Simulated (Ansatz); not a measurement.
The cell is CdSe built on the 4H polytype prototype; cell and atoms were relaxed with r2SCAN. Space group P6_3mc (No. 186), hexagonal; a = 4.339 Å, c = 14.159 Å in the conventional setting, 28.86 Å³ an atom. Around Cd lie 4 Se at 2.65–2.66 Å; around Cd lie 4 Se at 2.66 Å; around Se lie 4 Cd at 2.66 Å; around Se lie 4 Cd at 2.65–2.66 Å.

```xyz
8
Lattice="4.3393 0.0000 0.0000 -2.1696 3.7579 0.0000 0.0000 0.0000 14.1587" Properties=species:S:1:pos:R:3 pbc="T T T"
Cd    0.0000    0.0000   -0.0029
Cd    0.0000    2.5053    3.5391
Cd    0.0000    0.0000    7.0765
Cd    2.1696    1.2526   10.6185
Se    0.0000    0.0000    2.6548
Se    0.0000    2.5053    6.1978
Se    0.0000    0.0000    9.7341
Se    2.1696    1.2526   13.2772
```

3 runs of Ansatz on this cell differ in the functional (and in the settings that go with it). Levels are in eV from each run's valence top; v1 is the last filled band, c1 the first empty one.

Run A, mean stress +0.2 GPa (compression positive):
```
point     v5     v3     v1    c1    c2    c3
    Γ  -0.40  -0.02   0.00  1.51  3.16  3.24
    M  -1.37  -1.36  -0.77  3.48  3.75  4.32
    K  -2.08  -1.47  -1.15  4.74  5.21  5.21
    A  -0.67  -0.13  -0.13  2.46  2.46  3.29
    L  -1.75  -1.26  -0.96  3.92  3.92  4.34
    H  -2.27  -1.53  -1.36  4.88  4.88  5.30
```

Run B, mean stress +0.1 GPa (compression positive):
```
point     v5     v3     v1    c1    c2    c3
    Γ  -0.42  -0.02   0.00  2.11  3.81  3.89
    M  -1.41  -1.39  -0.79  4.14  4.41  4.99
    K  -2.13  -1.51  -1.18  5.42  5.90  5.90
    A  -0.69  -0.13  -0.13  3.08  3.08  3.95
    L  -1.79  -1.30  -0.98  4.59  4.59  5.01
    H  -2.34  -1.57  -1.40  5.55  5.55  6.00
```

Run C, mean stress 0.0 GPa (compression positive):
```
point     v5     v3     v1    c1    c2    c3
    Γ  -0.38  -0.02   0.00  1.07  2.66  2.74
    M  -1.30  -1.28  -0.72  2.98  3.25  3.79
    K  -1.96  -1.39  -1.09  4.21  4.63  4.63
    A  -0.63  -0.12  -0.12  2.01  2.01  2.80
    L  -1.65  -1.20  -0.90  3.40  3.40  3.82
    H  -2.15  -1.45  -1.29  4.34  4.34  4.71
```

**Question.** Match the runs to r2SCAN, HSE06, PBE0.

**Answer.** A is HSE06, B is PBE0, C is r2SCAN. In order of the gap: r2SCAN 1.07, HSE06 1.51, PBE0 2.11 eV.

(Calculated; spin-unpolarised; the phase may be known or hypothetical.)

Spin-orbit coupling is left out.

The stress of a hybrid is loosely converged in these runs.

The meshes of the hybrids are coarse, so their gaps aren't converged to the digits shown.
